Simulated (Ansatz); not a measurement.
Rb2Bi2S, a known structure type with other elements, at an estimated volume

```
Bi Rb S
1.0
     0.00000   -2.33834    3.92999
     0.95742   -2.13335   -3.92999
    10.92133    0.00000    0.00000
Bi Rb S
2 2 1
Direct
  0.60800 0.21600 0.17600
  0.39200 0.78400 0.82400
  0.21200 0.42400 0.36400
  0.78800 0.57600 0.63600
  0.00000 0.00000 0.00000
```

Single point in Ansatz 0.2.0 with r2SCAN, no spin polarisation. Cutoff 500 eV, PAW datasets, 9×9×9 Γ-centred k mesh, fermi-dirac filling (width 0.0217 eV).

Question: Is there a gap?

Answer: It is a metal, with about 2.4 states/eV a cell as the mean within 0.25 eV of the Fermi level, mostly Bi p (74 %).

Question: Give the Bader charges.

Answer: Bader charges in e: Rb +0.55, Bi -0.26, S -0.57. In the mean Rb gives up most and S takes most.

Question: What is the formation energy?

Answer: 0.43 eV an atom against the elements' usual phases (free molecules for gases, crystals otherwise, with no correction for O₂ or N₂), so at this geometry it isn't bound against them. Relaxing would lower it.

Question: What do density and ELF say about some of the short contacts?

Answer: Bi–S at 3.23 Å: least valence density 0.17 e/Å³ and ELF 0.33 there. Bi–Rb at 3.31 Å: least valence density 0.12 e/Å³ and ELF 0.10 there. These are pseudo-fields; inside the PAW spheres they differ from the all-electron ones.

Origin: a known structure type with other elements, at an estimated volume, so it need not be a known compound. Caveats: many states at the Fermi level without spin polarisation, so a magnetic state may lie lower; atoms or cell far from equilibrium.

Cost: 93 s on 1 thread of Arm Neoverse V2, with other jobs on the host, peak memory 1.1 GiB (start from a saved density). The time holds forces, stress, Bader, DOS, ELF.
